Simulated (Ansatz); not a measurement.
A generator proposed this cell of Na2WF6.

```yaml
crystal:
  lattice:
    - [0.00000, 3.82111, 3.82111]
    - [3.82111, 0.00000, 3.82111]
    - [3.82111, 3.82111, 0.00000]
  atoms:
    - { symbol: Na, position: [0.25000, 0.25000, 0.25000] }
    - { symbol: Na, position: [0.75000, 0.75000, 0.75000] }
    - { symbol: W, position: [0.00000, 0.00000, 0.00000] }
    - { symbol: F, position: [0.75000, 0.25000, 0.25000] }
    - { symbol: F, position: [0.25000, 0.75000, 0.75000] }
    - { symbol: F, position: [0.25000, 0.75000, 0.25000] }
    - { symbol: F, position: [0.75000, 0.25000, 0.75000] }
    - { symbol: F, position: [0.25000, 0.25000, 0.75000] }
    - { symbol: F, position: [0.75000, 0.75000, 0.25000] }
```

Computed with DFT PBE, scalar-relativistic, plane waves, PAW in Ansatz. Cutoff 420 eV; k points 4×4×4 on the computed 9-atom cell (Γ-centred); Gaussian smearing, width 0.10 eV; collinear spin from starting moments 0.0 0.0 0.0 0.0 0.0 0.0 0.0 0.0 0.0 μB.

Formation energies are uncorrected and refer to the elements' standard structures at the same level (F₂ as a molecule).

Question: What does a single point on this coarse mesh give?

Answer: The pressure is 14.2 GPa (it wants to expand), the largest force is 1.45 eV/Å, and the energy is −2.36 eV/atom against the elements. The shortest distance is 1.91 Å.

Question: How much does it gain on relaxing, and where does it end?

Answer: Relaxing gains under 0.1 eV/atom (the start's value is from the coarse mesh, so the gain is rough) in 13 ionic steps and ends at −2.43 eV/atom on the finer mesh. The symmetry stays Fm-3m (No. 225). The volume per atom grows by 22.6 %, from 12.4 to 15.2 Å³. The shortest distance goes from 1.91 Å (W–F) to 1.98 Å (W–F). Conventional cell: a = 8.179 Å. Around Na lie 12 F at 2.89 Å and 4 W at 3.54 Å; W has 6 F at 1.98 Å and 8 Na at 3.54 Å; around F lie 1 W at 1.98 Å, 4 F at 2.79 Å and 4 Na at 2.89 Å.

The last run used collinear spin, an 8×8×8 mesh for its 9-atom cell and Gaussian smearing of 0.10 eV. These runs have no spin–orbit coupling, which can matter for W. The magnetic state reached may not be the lowest. The relaxation can't lower the symmetry of the start. A structure relaxed within its symmetry needn't be a true minimum.
